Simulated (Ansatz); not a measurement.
# Property card for TaN

TaN:
```
CELL_PARAMETERS angstrom
      2.90657     0.00000     0.00000
     -1.45329     2.51717     0.00000
      0.00000     0.00000     2.85151
ATOMIC_POSITIONS crystal
  Ta 0.00000 0.00000 0.50000
  N  0.66667 0.33333 0.00000
```

Space group P-6m2 (No. 187); conventional cell a = b = 2.907 Å, c = 2.852 Å, α = β = 90.00°, γ = 120.00°.

Method: the program Ansatz at the LDA level (PAW). Structure relaxed to zero pressure with the same functional. Other levels are named where they apply.

**Cell and energy**

| Quantity | Result |
|---|---|
| Volume per atom | 10.43 Å³ |
| Density | 15.52 g/cm³ |
| Formation energy from the elements (no fitted shifts) | -1.51 eV/atom |

**Electronic structure**

| Property | Value |
|---|---|
| Electronic character | no gap, with almost no states at the Fermi level (zero-gap or semimetallic) |
| Density of states at the Fermi level | 0.03 states/eV per atom (mean over ±0.08 eV) |

**Mechanics**

| Quantity | Value |
|---|---|
| Bulk modulus (Birch–Murnaghan fit) | 380 GPa |
| Pressure derivative B′ | 4.3 |
| Elastic constants (relaxed ions, GPa) | C11 = 698, C12 = 230, C13 = 173, C33 = 891, C44 = 267 |
| Mechanical stability | stable (all eigenvalues of C positive) |
| Hill bulk and shear moduli | 381 and 265 GPa |
| Young's modulus | 646 GPa |
| Poisson's ratio | 0.22 |
| Debye temperature from the elastic constants | 623 K |

**Phonons**

| Item | Value |
|---|---|
| Highest zone-centre frequency | 70.5 meV |
| Zone-centre stability | no imaginary mode at Γ |

The workflow started from a Materials Project entry (that database holds measured and hypothetical structures alike); the Crystallography Open Database files this formula in space group No. 187, but the cells were not matched. It is not the phase usual at ambient conditions (space group No. 189). The LDA relaxation kept the symmetry of its start. The run is not spin-polarised. A small band overlap can be real or an error of a semilocal functional. As this level gives no gap, shear constants depend on the k-mesh and smearing (Fermi–Dirac, 0.1 eV here). As this level gives no gap, phonon frequencies hold no LO–TO term and depend on the k-mesh and smearing (Fermi–Dirac, 0.1 eV here). The references are the lowest solids computed at this level, not always the standard phases (solids in place of the gases). Scalar-relativistic: spin–orbit coupling is off unless named, which matters more the heavier the elements.

Potentials: the earlier of the program's two PAW sets. The files were generated under PBE; for other functionals the program regenerates the frozen cores, and for LDA and PBEsol the local potential too.
